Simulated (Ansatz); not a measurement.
The elements of this relaxed trial crystal are hidden behind letters.

```
lattice vectors (Å)
   2.8690    0.0000    0.0000
  -1.4345    2.4846    0.0000
   0.0000    0.0000   14.2686
fractional positions
X 0.0000 0.0000 0.0000
X 0.3333 0.6667 0.8352
X 0.6667 0.3333 0.6701
X 0.3333 0.6667 0.3299
X 0.6667 0.3333 0.1648
Z 0.0000 0.0000 0.5000
Q 0.6667 0.3333 0.9176
Q 0.0000 0.0000 0.7529
Q 0.3333 0.6667 0.5904
Q 0.6667 0.3333 0.4096
Q 0.0000 0.0000 0.2471
Q 0.3333 0.6667 0.0824
```

Computed with DFT PBE, scalar-relativistic, plane waves, PAW in Ansatz 0.2.0. Plane waves to 420 eV, an 18×18×4 mesh through Γ for the 12-atom cell and 0.10 eV Gaussian smearing; no spin polarisation.

- Space group: P-3m1 (No. 164)
- Conventional cell: a = 2.869 Å, c = 14.269 Å
- Volume per atom: 8.48 Å³
- Density: 4.41 g/cm³
- Energy over the elements: −1.14 eV/atom
- Gap on the 18×18×4 mesh of the 12-atom cell: 0 eV (a metal)

Energies are uncorrected and count from the elements' standard states at the same level.

Task: X is a p-block element of period 3, Z is a d-block element of period 4 and Q is a p-block element of period 2. Which elements are they?

Result: X = Al, Z = V, Q = N, so the formula is Al5VN6. Density times volume gives a mean mass of 4.41 × 8.48/1.6605 = 22.5 u per atom, and this set has 22.5 u. Al on a site of symmetry -3m has 6 N at 2.03 Å; around V lie 6 N at 2.10 Å, 6 V at 2.87 Å and 6 Al at 2.94 Å; around N on its first site lie 6 Al at 2.03 Å; 4 more sites not described. Other sets within the hints have nearly the same mass, so mass alone doesn't settle it; this one was computed.

Trial moments died out on the coarse mesh, so the last step has no spin; another magnetic start might hold. A structure relaxed within its symmetry needn't be a true minimum.
